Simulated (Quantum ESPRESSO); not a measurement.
# AlZnGaF7Cl: one run as intended and one with a planted mistake

Computed values, not a measurement. The program is pw.x of Quantum ESPRESSO 7.5 (plane-wave density functional theory). The cell is made up: 11 atoms on a rutile lattice with one site empty, with randomly drawn elements, strain and displacements, not relaxed. PseudoDojo standard norm-conserving files (v0.5 for PBE, v0.4.1 for LDA and PBEsol) set the functional; there is no spin polarisation, spin-orbit coupling or dispersion term, and the masses in the input are unused placeholders.

Intended input:

```
&control calculation='scf', pseudo_dir='./dojo.nc.sr.pbe.v0_5.standard.upf', outdir='./o', disk_io='low', tprnfor=.true., tstress=.true. /
&system ibrav=0, nat=11, ntyp=5, nbnd=52, ecutwfc=84.00895049, nosym=.true., tot_charge=0,
 occupations='smearing', smearing='fd', degauss=0.0018374661
/
&electrons conv_thr=7.350e-09, electron_maxstep=60, /
ATOMIC_SPECIES
Al 1.0 Al.upf
Cl 1.0 Cl.upf
F 1.0 F.upf
Ga 1.0 Ga.upf
Zn 1.0 Zn.upf
CELL_PARAMETERS angstrom
4.5302 0.0629 0.0079
0.0629 4.6322 -0.0027
0.0104 -0.0036 6.2187
ATOMIC_POSITIONS angstrom
Al 2.3176 2.3387 1.5499
Zn 0.0839 -0.0445 3.081
Ga 2.2389 2.3077 4.7567
F 1.4222 1.4059 -0.0125
F 3.0222 3.3677 -0.0665
F 3.5953 1.0019 1.6586
F 0.8949 3.7036 1.5778
F 1.3835 1.5137 3.1484
Cl 3.3251 3.0896 3.1723
F 3.663 1.0229 4.7295
F 1.0021 3.6531 4.7329
K_POINTS automatic
5 5 4 1 1 1
```

The log is shortened where brackets say so; the opening notice, blank lines, dates and the lines on written files are dropped, and the path of the files is cut. It prints rydbergs, bohrs and kilobars, and counts compression as positive stress. Where no state is partly filled, the Fermi energy that it prints is only some level between the filled and the empty states on the mesh, and need not lie in the true gap.

Log of the intended run:

```
     Program PWSCF v.7.5
     Parallel version (MPI & OpenMP), running on       4 processor cores
     Number of MPI processes:                 4
     Threads/MPI process:                     1
     [start-up lines left out]
     bravais-lattice index     =            0
     lattice parameter (alat)  =       8.5617  a.u.
     unit-cell volume          =     880.4761 (a.u.)^3
     number of atoms/cell      =           11
     number of atomic types    =            5
     number of electrons       =        92.00
     number of Kohn-Sham states=           52
     kinetic-energy cutoff     =      84.0090  Ry
     charge density cutoff     =     336.0358  Ry
     scf convergence threshold =      7.3E-09
     mixing beta               =       0.7000
     number of iterations used =            8  plain     mixing
     Exchange-correlation= PBE
                           (   1   4   3   4   0   0   0)
     [axes and pseudopotential details left out]
   Cartesian axes
     site n.     atom                  positions (alat units)
         1        Al     tau(   1) = (   0.5115388   0.5161960   0.3420927  )
         2        Zn     tau(   2) = (   0.0185183  -0.0098220   0.6800358  )
         3        Ga     tau(   3) = (   0.4941682   0.5093537   1.0498950  )
         4        F      tau(   4) = (   0.3139068   0.3103091  -0.0027590  )
         5        F      tau(   5) = (   0.6670576   0.7433160  -0.0146778  )
         6        F      tau(   6) = (   0.7935517   0.2211386   0.3660849  )
         7        F      tau(   7) = (   0.1975216   0.8174556   0.3482507  )
         8        F      tau(   8) = (   0.3053650   0.3341026   0.6949123  )
         9        Cl     tau(   9) = (   0.7339134   0.6819340   0.7001875  )
        10        F      tau(  10) = (   0.8084944   0.2257737   1.0438914  )
        11        F      tau(  11) = (   0.2211827   0.8063093   1.0446419  )
     number of k points=    50  Fermi-Dirac smearing, width (Ry)=  0.0018
                       cart. coord. in units 2pi/alat
        k(    1) = (   0.0985110   0.0965229   0.0909601), wk =   0.0400000
        k(    2) = (   0.0981918   0.0966334   0.2730986), wk =   0.0400000
     [further k points left out]
     Dense  grid:    91585 G-vectors     FFT dimensions: (  50,  54,  72)
     Estimated max dynamical RAM per process >     262.58 MB
     Estimated total dynamical RAM >     983.26 MB
     Initial potential from superposition of free atoms
     starting charge      91.9947, renormalised to      92.0000
     Starting wfcs are   55 randomized atomic wfcs
     total cpu time spent up to now is        3.5 secs
     per-process dynamical memory:   208.9 Mb
     Self-consistent Calculation
     iteration #  1     ecut=    84.01 Ry     beta= 0.70
     Davidson diagonalization with overlap
     ethr =  1.00E-02,  avg # of iterations =  5.5
     total cpu time spent up to now is       11.1 secs
     total energy              =    -953.67689288 Ry
     estimated scf accuracy    <       1.29949477 Ry
     iteration #  2     ecut=    84.01 Ry     beta= 0.70
     Davidson diagonalization with overlap
     ethr =  1.41E-03,  avg # of iterations =  3.5
     total cpu time spent up to now is       18.4 secs
     total energy              =    -954.01168354 Ry
     estimated scf accuracy    <       1.15739924 Ry
     [iterations 3 to 8 left out]
     iteration #  9     ecut=    84.01 Ry     beta= 0.70
     Davidson diagonalization with overlap
     ethr =  7.68E-10,  avg # of iterations =  2.0
     total cpu time spent up to now is       67.0 secs
     total energy              =    -954.25603312 Ry
     estimated scf accuracy    <       0.00000005 Ry
     iteration # 10     ecut=    84.01 Ry     beta= 0.70
     Davidson diagonalization with overlap
     ethr =  5.41E-11,  avg # of iterations =  2.5
     total cpu time spent up to now is       74.0 secs
     End of self-consistent calculation
     [lines on levels left out]
     the Fermi energy is     6.6582 ev
!    total energy              =    -954.25603313 Ry
     estimated scf accuracy    <          3.8E-09 Ry
     smearing contrib. (-TS)   =       0.00000000 Ry
     internal energy E=F+TS    =    -954.25603313 Ry
     The total energy is F=E-TS. E is the sum of the following terms:
     one-electron contribution =    -637.47229671 Ry
     hartree contribution      =     371.80491472 Ry
     xc contribution           =    -176.21877183 Ry
     ewald contribution        =    -512.36987931 Ry
     convergence has been achieved in  10 iterations
     Forces acting on atoms (cartesian axes, Ry/au):
     atom    1 type  1   force =    -0.07450522   -0.03875163   -0.17422609
     atom    2 type  5   force =     0.04533386    0.09759573    0.04694047
     atom    3 type  4   force =    -0.02703416   -0.05922837    0.14194988
     atom    4 type  3   force =     0.02298997    0.02756942    0.05822344
     atom    5 type  3   force =    -0.00459372   -0.04972141    0.07164305
     atom    6 type  3   force =    -0.05217497    0.03672700   -0.02400812
     atom    7 type  3   force =     0.08406590   -0.07085209   -0.02081577
     atom    8 type  3   force =    -0.00823818   -0.01805780   -0.04378920
     atom    9 type  2   force =     0.05025781    0.06360661   -0.02031148
     atom   10 type  3   force =    -0.01658835   -0.00407743   -0.01176583
     atom   11 type  3   force =    -0.01951295    0.01518997   -0.02384035
     Total force =     0.340526     Total SCF correction =     0.000139
     Computing stress (Cartesian axis) and pressure
          total   stress  (Ry/bohr**3)                   (kbar)     P=      114.06
   0.00089951   0.00077072  -0.00006245          132.32      113.38       -9.19
   0.00077072   0.00077319   0.00007625          113.38      113.74       11.22
  -0.00006245   0.00007625   0.00065336           -9.19       11.22       96.11
     init_run     :      3.31s CPU      3.43s WALL (       1 calls)
     electrons    :     70.24s CPU     70.48s WALL (       1 calls)
     forces       :      1.29s CPU      1.30s WALL (       1 calls)
     stress       :      4.27s CPU      4.27s WALL (       1 calls)
     [timing details left out]
     PWSCF        :   1m19.23s CPU   1m19.66s WALL
     JOB DONE.
```

A second run has one planted mistake: the smearing is too wide. The input lines that differ, file-writing options aside:

```
- &system ibrav=0, nat=11, ntyp=5, nbnd=52, ecutwfc=84.00895049, nosym=.true., tot_charge=0,
+ &system ibrav=0, nat=11, ntyp=5, nbnd=70, ecutwfc=84.00895049, nosym=.true., tot_charge=0,
-  occupations='smearing', smearing='fd', degauss=0.0018374661
+  occupations='smearing', smearing='fd', degauss=0.0595339019
```

Its log:

```
     Program PWSCF v.7.5
     Parallel version (MPI & OpenMP), running on       4 processor cores
     Number of MPI processes:                 4
     Threads/MPI process:                     1
     [start-up lines left out]
     bravais-lattice index     =            0
     lattice parameter (alat)  =       8.5617  a.u.
     unit-cell volume          =     880.4761 (a.u.)^3
     number of atoms/cell      =           11
     number of atomic types    =            5
     number of electrons       =        92.00
     number of Kohn-Sham states=           70
     kinetic-energy cutoff     =      84.0090  Ry
     charge density cutoff     =     336.0358  Ry
     scf convergence threshold =      7.3E-09
     mixing beta               =       0.7000
     number of iterations used =            8  plain     mixing
     Exchange-correlation= PBE
                           (   1   4   3   4   0   0   0)
     [axes and pseudopotential details left out]
   Cartesian axes
     site n.     atom                  positions (alat units)
         1        Al     tau(   1) = (   0.5115388   0.5161960   0.3420927  )
         2        Zn     tau(   2) = (   0.0185183  -0.0098220   0.6800358  )
         3        Ga     tau(   3) = (   0.4941682   0.5093537   1.0498950  )
         4        F      tau(   4) = (   0.3139068   0.3103091  -0.0027590  )
         5        F      tau(   5) = (   0.6670576   0.7433160  -0.0146778  )
         6        F      tau(   6) = (   0.7935517   0.2211386   0.3660849  )
         7        F      tau(   7) = (   0.1975216   0.8174556   0.3482507  )
         8        F      tau(   8) = (   0.3053650   0.3341026   0.6949123  )
         9        Cl     tau(   9) = (   0.7339134   0.6819340   0.7001875  )
        10        F      tau(  10) = (   0.8084944   0.2257737   1.0438914  )
        11        F      tau(  11) = (   0.2211827   0.8063093   1.0446419  )
     number of k points=    50  Fermi-Dirac smearing, width (Ry)=  0.0595
                       cart. coord. in units 2pi/alat
        k(    1) = (   0.0985110   0.0965229   0.0909601), wk =   0.0400000
        k(    2) = (   0.0981918   0.0966334   0.2730986), wk =   0.0400000
     [further k points left out]
     Dense  grid:    91585 G-vectors     FFT dimensions: (  50,  54,  72)
     Estimated max dynamical RAM per process >     319.63 MB
     Estimated total dynamical RAM >       1.18 GB
     Initial potential from superposition of free atoms
     starting charge      91.9947, renormalised to      92.0000
     Starting wfcs are   55 randomized atomic wfcs +   15 random wfcs
     total cpu time spent up to now is        3.9 secs
     per-process dynamical memory:   254.2 Mb
     Self-consistent Calculation
     iteration #  1     ecut=    84.01 Ry     beta= 0.70
     Davidson diagonalization with overlap
     ethr =  1.00E-02,  avg # of iterations =  6.3
     total cpu time spent up to now is       15.5 secs
     total energy              =    -953.70733361 Ry
     estimated scf accuracy    <       1.27195866 Ry
     iteration #  2     ecut=    84.01 Ry     beta= 0.70
     Davidson diagonalization with overlap
     ethr =  1.38E-03,  avg # of iterations =  2.5
     total cpu time spent up to now is       24.9 secs
     total energy              =    -953.97116836 Ry
     estimated scf accuracy    <       1.30883470 Ry
     [iterations 3 to 9 left out]
     iteration # 10     ecut=    84.01 Ry     beta= 0.70
     Davidson diagonalization with overlap
     ethr =  1.10E-10,  avg # of iterations =  2.5
     total cpu time spent up to now is       94.1 secs
     total energy              =    -954.26911503 Ry
     estimated scf accuracy    <       0.00000001 Ry
     iteration # 11     ecut=    84.01 Ry     beta= 0.70
     Davidson diagonalization with overlap
     ethr =  1.21E-11,  avg # of iterations =  2.2
     total cpu time spent up to now is      102.6 secs
     End of self-consistent calculation
     [lines on levels left out]
     the Fermi energy is     7.5643 ev
!    total energy              =    -954.26911503 Ry
     estimated scf accuracy    <          2.5E-09 Ry
     smearing contrib. (-TS)   =      -0.07088506 Ry
     internal energy E=F+TS    =    -954.19822997 Ry
     The total energy is F=E-TS. E is the sum of the following terms:
     one-electron contribution =    -637.34560666 Ry
     hartree contribution      =     371.71022162 Ry
     xc contribution           =    -176.19296562 Ry
     ewald contribution        =    -512.36987931 Ry
     convergence has been achieved in  11 iterations
     Forces acting on atoms (cartesian axes, Ry/au):
     atom    1 type  1   force =    -0.07576230   -0.03993911   -0.17187012
     atom    2 type  5   force =     0.04677587    0.09783647    0.04571210
     atom    3 type  4   force =    -0.02997625   -0.06053500    0.14003814
     atom    4 type  3   force =     0.02072636    0.02492433    0.05911262
     atom    5 type  3   force =    -0.00256108   -0.04584438    0.07117427
     atom    6 type  3   force =    -0.05041457    0.03544583   -0.02450264
     atom    7 type  3   force =     0.08226419   -0.06902433   -0.02257286
     atom    8 type  3   force =    -0.00911624   -0.01839331   -0.04481941
     atom    9 type  2   force =     0.05227547    0.06394735   -0.02044004
     atom   10 type  3   force =    -0.01215650   -0.00712058   -0.01019939
     atom   11 type  3   force =    -0.02205493    0.01870274   -0.02163267
     Total force =     0.338132     Total SCF correction =     0.000106
     Computing stress (Cartesian axis) and pressure
          total   stress  (Ry/bohr**3)                   (kbar)     P=      125.60
   0.00096885   0.00074404  -0.00006362          142.52      109.45       -9.36
   0.00074404   0.00084339   0.00007555          109.45      124.07       11.11
  -0.00006362   0.00007555   0.00074913           -9.36       11.11      110.20
     init_run     :      3.71s CPU      3.85s WALL (       1 calls)
     electrons    :     96.60s CPU     98.69s WALL (       1 calls)
     forces       :      1.56s CPU      1.58s WALL (       1 calls)
     stress       :      5.21s CPU      5.21s WALL (       1 calls)
     [timing details left out]
     PWSCF        :   1m47.20s CPU   1m49.52s WALL
     JOB DONE.
```

|  | intended run | run with the mistake |
| --- | --- | --- |
| free energy (eV) | -12983.315 | -12983.493 |
| smearing term -TS (eV) | 0.0000 | -0.9644 |
| pressure (GPa) | 11.41 | 12.56 |
| largest force component (eV/Å) | 4.480 | 4.419 |
| largest change of a force component (eV/Å) |  | 0.114 |
| iterations | 10 | 11 |

For scale, a rerun of the intended cell at 1437 eV and a 7 x 7 x 6 mesh moved values by no more than 0.004 eV in energy, 0.02 GPa in stress and 0.002 eV/Å in force. The number of bands, nbnd, was set by rule from the electron count and the smearing, so it follows the mistake.